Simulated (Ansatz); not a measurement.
Sheets of one type (M2XT2 MXene (fcc sites)-type), r²SCAN+D4 in the plane-wave PAW code Ansatz; HSE06 gaps on those cells.

```csv
layer,a (Å),thickness (Å)
Hf2CH2O2,3.263,7.03
W2CH2O2,2.878,7.62
Ti2CH2O2,?,?
Ta2CH2O2,3.183,6.86
```

Task: What belongs in the gaps?

Result: 
- Ti2CH2O2, a (Å): 3.047
- Ti2CH2O2, thickness (Å): 6.74

All cells were relaxed under the symmetry of their starts (and spin orders); stability against distortions was not tested throughout. Rows with no word on spin ran without spin polarisation. No Hubbard U is applied. Scalar-relativistic: spin–orbit coupling is off unless named, which matters more the heavier the elements. Constructed layers (a layer type filled with these elements): Hf2CH2O2, M2XT2 MXene (fcc sites)-type layer; W2CH2O2, M2XT2 MXene (fcc sites)-type layer; Ti2CH2O2, M2XT2 MXene (fcc sites)-type layer; Ta2CH2O2, M2XT2 MXene (fcc sites)-type layer.

Potentials: the later of the program's two PAW sets.
